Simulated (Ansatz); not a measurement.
## SiMo3: an elastic constant from a strain scan

These are results of DFT PBEsol, scalar-relativistic, plane waves, PAW in Ansatz, not measurements. The runs took a 420 eV cutoff, a Γ-centred 8×8×8 mesh and Gaussian smearing (0.15 eV). No spin polarisation. Energies are free energies at this smearing, counted from the undisturbed cell; pressure is positive in compression.

Zero of the scan (relaxed at this level; it needn't be the usual structure):

```
CELL_PARAMETERS angstrom
4.86159 0.00000 0.00000
0.00000 4.86159 0.00000
0.00000 0.00000 4.86159
ATOMIC_POSITIONS crystal
Si 0.00000 0.00000 0.00000
Si 0.50000 0.50000 0.50000
Mo 0.25000 0.00000 0.50000
Mo 0.50000 0.75000 0.00000
Mo 0.75000 0.00000 0.50000
Mo 0.50000 0.25000 0.00000
Mo 0.00000 0.50000 0.75000
Mo 0.00000 0.50000 0.25000
```

The cell is strained by ε times the Voigt pattern (1, 1, 0, 0, 0, 0) (xx, yy, zz, yz, xz, xy; engineering shear) with fractional coordinates fixed. The cell holds 8 atoms in V0 = 114.90 Å³. The stress column is τ = (1/V0) dE/dε, got from the stress tensor σ (compression positive) at each point as −det(1 + εP) σ : P(1 + εP)⁻¹, with P the pattern as a tensor.

| ε | ΔE (meV/atom) | τ (GPa) |
| --- | --- | --- |
| -0.0600 | 254.195 | -103.127 |
| -0.0450 | 136.643 | -72.339 |
| -0.0300 | 58.057 | -45.105 |
| -0.0150 | 13.896 | -21.093 |
| 0.0000 | 0.000 | -0.055 |
| 0.0150 | 12.534 | 18.268 |
| 0.0300 | 48.041 | 34.159 |
| 0.0450 | 103.434 | 47.887 |
| 0.0525 | 137.717 | 54.013 |
| 0.0600 | ? | ? |

Which combination of elastic constants does this scan measure, and how large is it?

For small ε, τ = τ0 + Kε with K = pᵀCp, which for this pattern is 2(C11 + C12) in the cubic axes. The parabola through τ at ε = -0.0150, 0 and 0.0150 has slope K = 1312 GPa at zero. The energies per cell, E = NΔE, of the same two points give K = 2[E(ε₊)/ε₊ − E(ε₋)/ε₋]/[(ε₊ − ε₋)V0] = 1310 GPa, in agreement. These are clamped-ion values.

Predict the withheld row at ε = 0.0600 from the harmonic law, and compare.

ΔE = V0(τ0 ε + Kε²/2)/N = 211.421 meV/atom and τ = 78.67 GPa. The calculation gives 175.963 meV/atom and 59.68 GPa: the energy lies 17 % below the harmonic value, as bonds soften when stretched.

Forces appear on the atoms along this scan, and letting them relax would lower the energy and soften the response. In a metal these slopes depend on the k mesh and the smearing.